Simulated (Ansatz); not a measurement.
The relaxed structure here is a generated cell of HfO2: the first start was made by placing the elements on the sites of a structure type, and the end was not matched to a known phase here, so it may be hypothetical. Known forms of HfO2 include space group No. 14, 29, 137, 225.

A relaxed cell of HfO2 (Fddd (No. 70)), relaxed on a k-mesh at least as fine as the one used below. The numbers are results of PBEsol (plane waves to 420 eV, PAW, scalar-relativistic; Ansatz, an electronic-structure program), not measurements. Γ-centred k-mesh 7×4×7 on the run's cell (coarser than for final values), Fermi–Dirac smearing 0.05 eV.

```xyz
12
Lattice="0.0000 3.4777 4.2024 3.8968 0.0000 8.4048 1.9484 3.4777 0.0000" Properties=species:S:1:pos:R:3 pbc="T T T"
O      1.9484     4.7093     4.2024
O      3.8968     4.7093     8.4048
O      1.9484     2.2462     4.2024
O      3.8968     2.2462     8.4048
O      2.9226     3.9850     6.3036
O      4.8710     3.9850    10.5060
O      2.9226     6.4482     6.3036
O      4.8710     6.4482    10.5060
Hf     0.0000     0.0000     0.0000
Hf     1.9484     0.0000     4.2024
Hf     0.9742     1.7389     2.1012
Hf     2.9226     1.7389     6.3036
```

The atoms are displaced by (Å):

```
atom      ux      uy      uz
----  ------  ------  ------
O1     0.055   0.102   0.020
O2     0.110   0.120  -0.005
O3     0.071   0.082  -0.156
O4    -0.087  -0.200   0.048
O5     0.015  -0.165  -0.003
O6    -0.236  -0.020  -0.003
O7     0.104   0.013  -0.022
O8     0.123  -0.034   0.019
Hf9   -0.154   0.042  -0.037
Hf10  -0.058   0.024  -0.024
Hf11  -0.037  -0.049   0.049
Hf12   0.159  -0.082   0.004
```

Question: What forces (eV/Å) and pressure result?

Answer: 
| atom | Fx | Fy | Fz |
|---|---|---|---|
| O1 | -0.03 | -1.03 | -0.64 |
| O2 | -4.15 | -2.70 | -0.46 |
| O3 | -0.63 | -0.73 | 0.42 |
| O4 | 3.94 | 4.53 | -0.07 |
| O5 | 1.85 | 1.44 | -0.01 |
| O6 | 7.12 | 0.50 | 0.48 |
| O7 | -3.25 | 0.35 | -0.42 |
| O8 | -4.06 | -2.38 | 0.70 |
| Hf9 | 1.22 | -3.10 | 1.57 |
| Hf10 | -0.72 | -0.18 | -0.17 |
| Hf11 | 0.98 | 0.31 | -0.42 |
| Hf12 | -2.27 | 2.99 | -0.98 |

Pressure +13.0 GPa.

Question: Estimate the energy cost of the displacement in the harmonic approximation and compare with the calculation.

Answer: For a harmonic well ΔE = −½ Σ F·u = 2.978 eV a cell, or 248 meV/atom. The calculated energy relative to the undisplaced cell is +0.22 eV/atom, so the harmonic estimate holds well.

The undisplaced cell is probably no minimum: from this displacement the run went on to Fm-3m (No. 225), 1.00 eV/atom below it.

No spin polarisation in the result. No Hubbard U is applied.
